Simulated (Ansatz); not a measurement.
A relaxation of cell and atoms of BBi in the rocksalt structure with the plane-wave code Ansatz, at the level r2SCAN+rVV10. It starts from the PBEsol minimum.

The input:
```yaml
crystal:
  lattice:
    - [0.0, 2.6028191574, 2.6028191574]
    - [2.6028191574, 0.0, 2.6028191574]
    - [2.6028191574, 2.6028191574, 0.0]
  atoms:
    - { symbol: B, position: [0.0, 0.0, 0.0] }
    - { symbol: Bi, position: [0.5, 0.5, 0.5] }
kpoints:
  mp_grid: { grid: [8, 8, 8] }
hamiltonian:
  xc: r2scan
  dispersion: rvv10
scf:
  occupations: { method: fermi_dirac, width: 0.03 }
relax:
  f_tol: 0.01
  cell: {}
  max_steps: 120
```

Command: `ansatz run input.yaml --threads 2 --pin off --max-ram 29491MiB --backend cpu --events-out ev --progress --plain --runs-dir out`. It took 8.1 s on 2 threads of AMD EPYC 7R13 Processor (Zen 3) (shared host), load about 0.8 per core; peak host memory 0.59 GiB.

Main lines of the log:
```
Pseudopotential: B, paw, valence charge 3, recommended cutoff 500 eV (meta_gga)
Pseudopotential: Bi, paw, valence charge 15, recommended cutoff 500 eV (meta_gga)
Functional definition: r2SCAN+rVV10
Crystal: 2 atoms, lattice volume = 35.266 Å³
Basis set: ecut = 500 eV, 893 PW (Γ)
Bands: 13, of which v1, the nominal top of the filled ones, is band 9 counted from 1 (8 counted from 0)
Symmetry: 48 space group operations
Space group: Fm-3m (ITA 225)
k-points: 29 of 512
rVV10 density: all electrons in the spheres
preconditioner: auto → none  [σ=0.030 eV  ℏωp=26.5 eV]
relax step 1: F+E_penalty+E_count = -12561.77517579 eV  P = +1.535 GPa  Ω = 35.266 Å³
relax step 2: F+E_penalty+E_count = -12561.77334787 eV  P = -1.804 GPa  Ω = 36.564 Å³  (rejected)
relax step 3: F+E_penalty+E_count = -12561.77771067 eV  P = -0.056 GPa  Ω = 35.851 Å³
relax step 4: F+E_penalty+E_count = -12561.77771879 eV  P = -0.002 GPa  Ω = 35.830 Å³
relax step 5: F+E_penalty+E_count = -12561.77784161 eV  P = +0.002 GPa  Ω = 35.830 Å³  (SCF on a basis re-selected at this cell)
Free energy (F): -12561.777842 eV
Internal energy: -12561.776636 eV  (E = F + TS)
E sigma→0 (E₀):  -12561.777239 eV
Entropy (-TS):   -0.001205 eV (-0.603 meV/atom)
Fermi energy:    12.356807 eV
--- Stress (GPa, compression-positive) ---
        0.001670       0.000000       0.000000
        0.000000       0.001670       0.000000
        0.000000       0.000000       0.001670
  P = ⅓ Tr σ = 0.0017 GPa (0.017 kbar)
--- Relaxed structure (4 steps of the walk, 3 accepted, 1 SCFs on fresh bases) ---
  F+E_penalty+E_count = -12561.77784161 eV
  cell:  # Å, volume = 35.8304 Å³
    - [0.000000, 2.616620, 2.616620]
    - [2.616620, 0.000000, 2.616620]
    - [2.616620, 2.616620, 0.000000]
  atoms:
    - { symbol: B, position: [0.000000, 0.000000, 0.000000] }
    - { symbol: Bi, position: [0.500000, 0.500000, 0.500000] }
```

The walk took 4 steps and changed the volume by +1.6 %. The last SCF, on a fresh basis, lies 1.3 meV an atom below the first. Final cell: the symmetry is Fm-3m (No. 225, cubic); conventional cell a = 5.233 Å, 17.92 Å³ an atom. Around B lie 6 Bi at 2.62 Å; around Bi lie 6 B at 2.62 Å.

The cell comes from a prototype generator: it can be a known phase or a hypothetical one. Spin polarisation is off.

Overlapping bands make a metal at that level, for which these meshes are coarse; small forces, stresses and energy differences are uncertain. A small overlap in a semilocal functional can be an artefact that a hybrid or GW lifts.
